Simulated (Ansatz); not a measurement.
Ti$_{2}$C:
```
Ti2C
1.0
    0.00000     4.27398     4.27398
    4.27398     0.00000     4.27398
    4.27398     4.27398     0.00000
Ti C
8 4
Cartesian
  7.53000   5.29195   5.29195
  5.39300   5.39300   3.15496
  5.29195   7.53000   5.29195
  3.15496   3.15496   3.15496
  7.53000   7.53000   7.53000
  5.39300   3.15496   5.39300
  5.29195   5.29195   7.53000
  3.15496   5.39300   5.39300
  1.06850   1.06850   1.06850
  1.06850   3.20549   3.20549
  3.20549   3.20549   1.06850
  3.20549   1.06850   3.20549
```

Relaxed with PBEsol. Special points in fractions of this cell's reciprocal vectors: Γ (0.000, 0.000, 0.000); X (0.500, 0.000, 0.500); U (0.625, 0.250, 0.625); K (0.375, 0.375, 0.750); L (0.500, 0.500, 0.500); W (0.500, 0.250, 0.750).

### Question
List the band energies nearest the Fermi level at these points for PBEsol in the plane-wave PAW code Ansatz.

### Answer
In eV from the Fermi level; about four levels below and three above (degenerate sets whole), none deeper than 8.9 eV; points with the same levels are listed once.

```
k                          below                above
-  -----------------------------  -------------------
Γ  -1.62 -1.62 -0.68 -0.68 -0.68  0.31 0.74 0.74 0.74
X        -0.64 -0.64 -0.49 -0.49  0.37 0.37 0.48 0.48
U        -0.49 -0.31 -0.20 -0.11       0.39 0.47 0.60
L        -0.82 -0.72 -0.72 -0.26       0.34 0.80 0.80
W        -0.34 -0.34 -0.34 -0.34  0.20 0.20 0.35 0.35
```

Space group Fd-3m. The workflow started from a Materials Project entry (that database holds measured and hypothetical structures alike); the Crystallography Open Database copy checked does not list it. Whether it is the stable phase at ambient conditions was not checked. The PBEsol relaxation kept the symmetry of its start; whether a distortion lowers the energy is not shown. No spin polarisation was allowed.

Potentials: the earlier of the program's two PAW sets. The files were generated under PBE; for other functionals the program regenerates the frozen cores, and for LDA and PBEsol the local potential too.
